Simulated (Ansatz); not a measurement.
**RbLaH: reading a single point**

```
La H Rb
1.0
     4.21389    0.00000    0.00000
     0.00000    4.21389    0.00000
     0.00000    0.00000    9.25483
La H Rb
2 2 2
Direct
  0.00000 0.50000 0.16000
  0.50000 0.00000 0.84000
  0.00000 0.00000 0.00000
  0.50000 0.50000 0.00000
  0.00000 0.50000 0.67500
  0.50000 0.00000 0.32500
```

Single point in Ansatz 0.2.0 with PBE, no spin polarisation. Cutoff 420 eV, PAW datasets, 8×8×4 Γ-centred k mesh, fermi-dirac filling (width 0.1 eV).

- Formation energy: 0.43 eV an atom against the elements' usual phases (free molecules for gases, crystals otherwise, with no correction for O₂ or N₂), so at this geometry it isn't bound against them. Relaxing would lower it.
- At the Fermi level: It is a metal, with about 5.7 states/eV a cell as the mean within 0.25 eV of the Fermi level, mostly La d (57 %) and Rb s (13 %).
- Charges: Bader charges in e: Rb +0.09, La +0.71, H -0.79. In the mean La gives up most and H takes most.
- Forces: The largest is on La1 (and as large on other atoms): 2.38 eV/Å, components (0.00, 0.00, -2.38). It makes 55° with the line to a nearest neighbour, H3 at 2.58 Å.

Origin: a known structure type with other elements, at an estimated volume, so it need not be a known compound. Caveats: atoms or cell far from equilibrium; f levels without a U or exact exchange are poorly placed.
